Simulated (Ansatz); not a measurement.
**YCu5: how the axes shrink under pressure**

YCu5, P6/mmm, a = 4.956 Å, c = 4.024 Å. The structure is a COD entry; whether it is the stable form wasn't checked. Ansatz: PBEsol, PAW, 420 eV, Γ-centred 12×12×10 mesh on 6 atoms, Gaussian smearing 0.10 eV; no spin polarisation. Cell and atoms are relaxed at each pressure, and no other structure is tried, so the rows at high pressure may lie past a change of phase. y = 100 ln(c/c0) with c0 = 4.0241 Å, so nearly a change in per cent. The pressures are the targets, met within 0.02 GPa.

| P (GPa) | y | 100 ln(a/a0) |
| --- | --- | --- |
| -3.0 | ? | ? |
| 0.0 | 0.00 | 0.00 |
| 3.0 | -0.67 | -0.78 |
| 8.0 | -1.51 | -2.01 |
| 15.0 | -2.58 | -3.45 |
| 30.0 | -4.45 | -5.89 |
| 60.0 | -7.18 | -9.35 |

Question: Fit y = c1 P + c2 P² to the other rows, give the linear compressibility along c, and predict the missing y.

Answer: Least squares on the rows shown. y = −0.1848 P + 0.001091 P². The linear compressibility along c is −c1/100 = 1.85 per TPa, against 2.47 along a from the same fit to the last column (its missing entry is 0.90): the crystal is softer along a at low pressure. The runs next to zero pressure give 2.30 and 2.81, so a parabola over the whole range misstates the start. With a term in P³ added, the coefficient of P becomes -0.2080, 13 % more, which shows how far this figure hangs on the form. At P = -3.0 the fit asked for gives 0.56. The run gave 0.70, so the fit is 0.14 too low, within twice the rms miss on the fitted rows (0.09).